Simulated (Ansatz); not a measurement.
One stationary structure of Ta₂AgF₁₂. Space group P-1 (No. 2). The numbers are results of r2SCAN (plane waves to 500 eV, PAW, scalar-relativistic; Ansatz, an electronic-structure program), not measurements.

Space group P-1 (No. 2); a = 5.132 Å, b = 5.518 Å, c = 8.947 Å, α = 76.44°, β = 88.21°, γ = 65.04°

```
atom  site  symmetry       x       y       z
----  ----  --------  ------  ------  ------
Ta      2i         1  0.2308  0.5199  0.7258
Ag      1a        -1  0.0000  0.0000  0.0000
F       2i         1  0.1614  0.2580  0.2719
F       2i         1  0.1934  0.2736  0.9239
F       2i         1  0.7076  0.2587  0.4473
F       2i         1  0.1838  0.2807  0.6264
F       2i         1  0.3669  0.6947  0.2182
F       2i         1  0.7243  0.2652  0.1320
```

```json
{
 "volume_per_atom": "14.84 Å³",
 "band_gap": "zero (metallic)",
 "shortest_distances": "F–Ta 1.84 Å; Ag–F 2.11 Å; F–F 2.58 Å",
 "k-mesh": "8×8×5"
}
```

Band energies at high-symmetry points (eV from the Fermi level; labels of this space group; no spin-orbit coupling), from −5 eV up to 5.0 eV:

```
point                                                                                                                                                                                                                energies
-----  ----------------------------------------------------------------------------------------------------------------------------------------------------------------------------------------------------------------------
Γ                  -4.86 -4.77 -4.70 -4.34 -4.21 -4.00 -3.81 -3.78 -3.69 -3.67 -3.62 -3.44 -3.25 -3.19 -3.19 -2.80 -2.70 -2.68 -2.66 -2.60 -2.55 -2.50 -2.42 -2.38 -2.36 -2.30 -2.27 -2.22 -2.19 -1.75 -1.70 -1.58 -0.77 0.02
X            -4.92 -4.78 -4.69 -4.59 -4.43 -4.22 -3.92 -3.82 -3.78 -3.65 -3.52 -3.48 -3.32 -3.25 -3.17 -3.14 -3.04 -3.00 -2.86 -2.83 -2.79 -2.70 -2.59 -2.57 -2.53 -2.37 -2.31 -2.24 -2.19 -2.09 -1.79 -1.54 -1.53 -0.72 0.01
Y                  -4.81 -4.76 -4.72 -4.55 -4.51 -4.06 -3.92 -3.60 -3.56 -3.53 -3.42 -3.36 -3.21 -3.07 -3.04 -2.90 -2.81 -2.79 -2.75 -2.65 -2.59 -2.53 -2.44 -2.38 -2.35 -2.32 -2.27 -2.23 -2.20 -1.74 -1.70 -1.57 -0.78 0.01
Z      -4.92 -4.88 -4.62 -4.53 -4.52 -4.38 -4.19 -4.00 -3.94 -3.68 -3.65 -3.55 -3.50 -3.48 -3.43 -3.36 -3.28 -3.17 -2.92 -2.89 -2.69 -2.65 -2.63 -2.56 -2.52 -2.43 -2.42 -2.37 -2.31 -2.26 -2.19 -1.60 -1.57 -1.49 -0.78 0.00
R2          -4.96 -4.68 -4.43 -4.33 -4.24 -4.23 -4.04 -4.03 -3.74 -3.66 -3.58 -3.55 -3.42 -3.36 -3.29 -3.23 -3.09 -2.89 -2.75 -2.75 -2.74 -2.65 -2.60 -2.55 -2.45 -2.38 -2.38 -2.26 -2.23 -2.19 -1.72 -1.60 -1.45 -0.71 -0.01
T2     -4.99 -4.82 -4.61 -4.59 -4.53 -4.47 -4.40 -4.00 -3.84 -3.75 -3.59 -3.51 -3.47 -3.38 -3.32 -3.19 -3.13 -3.00 -3.00 -2.93 -2.91 -2.83 -2.70 -2.66 -2.54 -2.42 -2.38 -2.37 -2.28 -2.24 -2.18 -1.59 -1.57 -1.49 -0.77 0.00
U2          -4.81 -4.66 -4.63 -4.51 -4.45 -4.25 -4.10 -3.85 -3.68 -3.58 -3.50 -3.50 -3.40 -3.31 -3.21 -3.16 -3.00 -2.95 -2.91 -2.82 -2.77 -2.71 -2.67 -2.49 -2.48 -2.37 -2.36 -2.26 -2.24 -2.16 -1.71 -1.61 -1.45 -0.71 -0.01
V2                 -4.85 -4.37 -4.34 -4.32 -4.27 -4.04 -3.96 -3.70 -3.64 -3.59 -3.58 -3.51 -3.27 -3.16 -3.13 -2.97 -2.87 -2.87 -2.81 -2.76 -2.76 -2.61 -2.49 -2.46 -2.45 -2.41 -2.21 -2.16 -2.12 -1.79 -1.53 -1.52 -0.72 0.02
```

No spin polarisation in the result. The relaxed primitive cell holds an odd number of electrons. A magnetic state may lie lower. No Hubbard U is applied.

The run could not lose the symmetry of its start.
